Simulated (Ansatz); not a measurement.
TiH$_{8}$N$_{2}$F$_{6}$ in space group P-3m1 (No. 164; Pearson symbol hP17), plane-wave PAW LDA (Ansatz code). The conduction-band minimum lies at Γ, with 1 equivalent valley. Second derivatives d²E/dk² of the lowest band at one valley (eV·Å²), along Cartesian directions:

```
direction  d²E/dk²
---------  -------
[100]       0.8567
[010]       0.8567
[001]        1.259
[110]       0.8567
[101]        1.056
[011]        1.058
```

Problem. Find the principal effective masses, the density-of-states mass and the conductivity mass.

Solution. Off-diagonal terms follow from H_xy = H[110] − (H_xx + H_yy)/2, and m*/mₑ = 7.620 eV·Å² over each eigenvalue: 6.1, 8.9, 8.9. One valley's DOS mass (m₁m₂m₃)^(1/3) = 7.8, conductivity mass 3/(Σ 1/mᵢ) = 7.7 mₑ.

Problem. What effective density of states Nc follows at 300 K for parabolic valleys?

Solution. Nc = 2.509e19 × 1 × (7.8)^(3/2) ≈ 5.5e20 cm⁻³.

The workflow started from a Materials Project entry (that database holds measured and hypothetical structures alike); the Crystallography Open Database files this formula in space group No. 164, but the cells were not matched. Its standing as an ambient phase is unchecked. Symmetry was held in the LDA relaxation. At this level the phase is dynamically unstable (imaginary phonons). No spin polarisation was allowed. A crystal of weakly bound molecules computed without a dispersion correction: the cell and the soft elastic constants depend strongly on that.

Potentials: the later of the program's two PAW sets.

Edges and masses are those of Kohn–Sham bands, whose gap is no quasiparticle gap.
